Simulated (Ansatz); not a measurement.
## MoS2 with phosphorus replacing S: field gradients at two levels of theory

Cell: a supercell of MoS2 (space group P6_3/mmc) built from a COD entry, with the ions relaxed around the defect (PBE).

```
Mo P S
1.0
     9.50700    0.00000    0.00000
    -3.16900    5.48887    0.00000
     0.00000    0.00000   12.32400
Mo P S
12 1 23
Direct
  0.11112 0.33335 0.25060
  0.11119 0.83338 0.25043
  0.44434 0.33324 0.25037
  0.44432 0.83325 0.25038
  0.77779 0.33317 0.25030
  0.77786 0.83356 0.25027
  0.22176 0.16699 0.75025
  0.22174 0.66567 0.75035
  0.55578 0.16685 0.75015
  0.55627 0.66715 0.74971
  0.88957 0.16723 0.74998
  0.88834 0.66622 0.74930
  0.11138 0.33372 0.61810
  0.11110 0.83322 0.62307
  0.44354 0.33309 0.62330
  0.44344 0.83210 0.62349
  0.77833 0.33269 0.62292
  0.77905 0.83537 0.62287
  0.22211 0.16665 0.12359
  0.22211 0.66652 0.12358
  0.55549 0.16661 0.12348
  0.55551 0.66664 0.12352
  0.88910 0.16685 0.12349
  0.88898 0.66670 0.12357
  0.11095 0.33317 0.87635
  0.10893 0.83176 0.87650
  0.44526 0.33458 0.87638
  0.44541 0.83336 0.87637
  0.77793 0.33469 0.87639
  0.77798 0.83226 0.87633
  0.22214 0.16688 0.37766
  0.22213 0.66632 0.37766
  0.55548 0.16654 0.37724
  0.55565 0.66681 0.37721
  0.88911 0.16682 0.37760
  0.88877 0.66660 0.37722
```

Atoms are numbered from 1 in the order listed; like atoms form one site, named after its first atom.

First run. Method: Kohn–Sham DFT in Ansatz, PBE, plane waves and PAW, scalar-relativistic, 420 eV cutoff, Γ-centred 3×4×2 k-points, Fermi–Dirac smearing 0.01 eV, cell charge -1.

| site | atom | V_zz (10²¹ V/m²) | η |
| --- | --- | --- | --- |
| Mo7 | 7 | -8.56 | 0.03 |
| Mo8 | 8 | -8.58 | 0.03 |
| Mo9 | 9 | -7.13 | 0.20 |
| Mo10 | 10 | -7.04 | 0.14 |
| Mo11 | 11 | -8.38 | 0.08 |
| Mo12 | 12 | -6.96 | 0.10 |
| P | 13 | -6.01 | 0.01 |
| S14 | 14 | -5.29 | 0.16 |
| S15 | 15 | -5.19 | 0.14 |
| S25 | 25 | -5.04 | 0.01 |
| S26 | 26 | -4.66 | 0.01 |
| S30 | 30 | -4.87 | 0.21 |
| S31 | 31 | -5.07 | 0.02 |
| S35 | 35 | -5.08 | 0.02 |

Second run. The same atoms and settings, except that the functional is r2SCAN and the cutoff is 500 eV.

**Question.** What does the second run give?

**Answer.** 

| site | atom | V_zz | η | change of V_zz |
| --- | --- | --- | --- | --- |
| Mo7 | 7 | -8.64 | 0.05 | -0.08 |
| Mo8 | 8 | -8.66 | 0.05 | -0.08 |
| Mo9 | 9 | -7.23 | 0.21 | -0.10 |
| Mo10 | 10 | -7.16 | 0.13 | -0.12 |
| Mo11 | 11 | -8.46 | 0.12 | -0.08 |
| Mo12 | 12 | -7.11 | 0.09 | -0.15 |
| P | 13 | -6.24 | 0.01 | -0.23 |
| S14 | 14 | -5.38 | 0.16 | -0.09 |
| S15 | 15 | -5.28 | 0.14 | -0.09 |
| S25 | 25 | -5.05 | 0.01 | -0.01 |
| S26 | 26 | -4.72 | 0.01 | -0.06 |
| S30 | 30 | -4.93 | 0.22 | -0.06 |
| S31 | 31 | -5.17 | 0.02 | -0.10 |
| S35 | 35 | -5.19 | 0.01 | -0.11 |

The largest change of V_zz is on P, from -6.01 to -6.24. In per cent, |V_zz| changes by +1 to +2 on Mo, +4 on P, 0 to +2 on S (all sites that start above 0.5). The table leaves out 20 of the 34 sites, with |V_zz| up to 7.97; their tensors move by 0.10 at most along any direction. The statements above cover all sites.

The defect repeats with the cell of 36 atoms, so it feels its images: sites between two images don't show the values beside a lone defect, and zeros or small values of η there can come from the images' arrangement. Mo and S carry a gradient in the pure host already, so the values there aren't the defect's effect alone. A uniform background compensates the cell's charge. Without spin–orbit coupling (the program notes it for Mo) the gradients can shift somewhat, as the gap is small.
